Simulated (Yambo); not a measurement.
## How GW settings move the gap: CaHBr

G0W0@PBEsol for CaHBr (space group P4/nmm, No. 129) in Yambo. Reference settings: 4×4×2 Γ-centred k mesh, 171 bands and a 7 Ry block in the screening, 171 bands in G with the Bruneval-Gonze terminator, plasmon pole fitted at 27.2 eV. The PBEsol gap Z → Z on this mesh is 3.75 eV; G0W0 gaps are taken between the same points.

| change from the reference | G0W0 gap Z → Z (eV) | shift of the valence edge (eV) |
|---|---|---|
| reference settings | 6.18 | -1.21 |
| 63 bands in G | 6.16 | -1.12 |
| 2 Ry block | 6.02 | -0.89 |
| 6 Ry block | 6.14 | -1.16 |

The reference isn't shown to be the converged limit. In the run with 171 bands and a 7 Ry block, which covers more k points, the smallest G0W0 gap is 5.96 eV, Z → M.

Spin-orbit splittings are left out.

Geometry relaxed with PBE+D3(BJ); primitive cell a = b = 3.822 Å, c = 7.774 Å, α = β = γ = 90.00°.

A shift is the quasiparticle energy of the state minus its PBEsol energy.
